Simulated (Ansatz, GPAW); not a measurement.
This is a calculation of Sn2PdAu for GPAW 26.7.0 (ASE script). The cell comes from a database or a generator and needn't be the stable form of this composition.

The input run.py:

```python
from ase import Atoms
from ase.dft.bandgap import bandgap
from ase.io import write
from ase.units import Bohr, GPa
from gpaw import GPAW, PW, setup_paths
from gpaw.elf import elf_from_dft_calculation

setup_paths.insert(0, '.')

atoms = Atoms(['Au', 'Sn', 'Sn', 'Pd'],
              cell=[[4.1630177513, 0.0, 0.0],
                    [-2.0815088756, 3.605279129, 0.0],
                    [0.0, 0.0, 5.69829688]],
              scaled_positions=[[0.0, 0.0, 0.5],
                                [0.6666666667, 0.3333333333, 0.76453037],
                                [0.3333333333, 0.6666666667, 0.23546963],
                                [0.0, 0.0, 0.0]],
              pbc=True)

calc = GPAW(mode=PW(600),
            xc='PBEsol',
            kpts={'size': (7, 7, 5), 'gamma': True},
            occupations={'name': 'fermi-dirac', 'width': 0.05},
            nbands=46,
            convergence={'density': 1e-05, 'energy': 1e-05},
            maxiter=150,
            txt='gpaw.txt')
atoms.calc = calc
energy = atoms.get_potential_energy()
forces = atoms.get_forces()
stress = atoms.get_stress()
calc.write('gs.gpw')
write('result.traj', atoms)
print(f'Energy: {energy:.6f} eV')
print('Forces (eV/A):')
print(forces.round(4))
print('Stress (GPa):', (stress / GPa).round(3))
print('Fermi level:', round(calc.get_fermi_level(), 4), 'eV')
print(f'Gap: {bandgap(calc)[0]:.4f} eV, direct: {bandgap(calc, direct=True)[0]:.4f} eV')

# fields on the real-space grid
write('density.cube', atoms, data=calc.get_pseudo_density() * Bohr**3)
write('potential.cube', atoms, data=calc.get_electrostatic_potential())
write('elf.cube', atoms, data=elf_from_dft_calculation(calc).data)
```

Potentials or basis: PAW data sets generated in the run's folder for this functional, pw.

Command:

```sh
$ gpaw-setup -f PBEsol Au Pd Sn
$ OMP_NUM_THREADS=1 python run.py
```

Question: Set up the same calculation for Ansatz 0.2.0. Potentials or basis there: all-electron LAPW, scalar-relativistic.

Answer: As run (cutoffs and basis follow the program's own potentials, and thresholds, step limits or extra output files can differ):

Contents of input.yaml:

```yaml
crystal:
  lattice:
    - [4.1630177513, 0.0, 0.0]
    - [-2.0815088756, 3.605279129, 0.0]
    - [0.0, 0.0, 5.69829688]
  atoms:
    - { symbol: Au, position: [0.0, 0.0, 0.5] }
    - { symbol: Sn, position: [0.6666666667, 0.3333333333, 0.76453037] }
    - { symbol: Sn, position: [0.3333333333, 0.6666666667, 0.23546963] }
    - { symbol: Pd, position: [0.0, 0.0, 0.0] }
kpoints:
  mp_grid: { grid: [7, 7, 5] }
scf:
  occupations: { method: fermi_dirac, width: 0.05 }
hamiltonian:
  xc: pbesol
  pseudopotentials: { kind: all_electron, lapw: { basis_error: 0.001 } }
output:
  forces: true
  stress: true
  eigenvalues: true
  populations: true
```

Potentials or basis: all-electron LAPW, scalar-relativistic.

Command:

```bash
$ ansatz run input.yaml --threads 2 --pin off --max-ram 8192MiB --backend cpu --events-out ev --progress --plain --runs-dir out
```

Both were run:

|  | GPAW | Ansatz |
| --- | --- | --- |
| Pressure | -2.3 GPa | -2.3 GPa |

Where Ansatz's input types no cutoff or centring, it takes its own default and a Γ-centred mesh.

Pressure is positive in compression.
